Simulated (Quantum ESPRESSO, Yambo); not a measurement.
A free-standing MoS2 monolayer (symmetry Amm2, slab cell 16.1 Å high) under uniaxial strain of +2 % along x, the other axes held. The PBEsol cell relaxed from Materials Project entry mp-1434 was given a uniaxial strain of +2 % along x, the other axes held, and the atoms were relaxed again, with the Coulomb interaction truncated along z. Chain: norm-conserving PBEsol (Quantum ESPRESSO, 80 Ry, no spin-orbit coupling); G0W0 in Yambo (6×6×1 Γ-centred k mesh, bands 2 to 131 and a 8 Ry block in the screening, 131 bands in G with the Bruneval-Gonze terminator, plasmon pole fitted at 27.2 eV, slab-truncated Coulomb interaction, stochastic integration of W near q = 0); BSE (18×18×1 mesh, 6 valence and 4 conduction bands, static screening with 39 bands and a 3 Ry block, scissor 0.81 eV, Tamm-Dancoff, stochastic integration of W near q = 0).

```yaml
PBEsol gap (dense path): 1.63 eV
PBEsol gap Γ → (0.333, 0.333) on the GW mesh: 1.63 eV
PBEsol smallest direct gap on the GW mesh, at (0.333, 0.333): 1.69 eV
G0W0 direct gap at that point: 2.50 eV
G0W0 correction to the gap Γ → (0.333, 0.333): 0.94 eV
lowest_exciton: no binding energy given (see below)
RPA in-plane polarisability along x: 7.07 Å (24×24×1 mesh, PBEsol bands)
```

Rough cost of the Yambo steps against G0W0 for 6 states: BSE within a factor of two, one RPA spectrum about 1/5.

Convergence of the G0W0 settings was not tested. Among the k points computed, the smallest G0W0 gap is 2.50 eV, (0.333, 0.333) → (0.333, 0.333). The BSE states are vertical excitations (zero momentum). Convergence of the RPA response with its 24×24×1 mesh was not tested. The lowest state covers only about 4 of the 324 k points, and no second mesh confirms it, so this run can't vouch for its energy or binding. x lies along the first cell vector.

Spin-orbit splittings are left out.
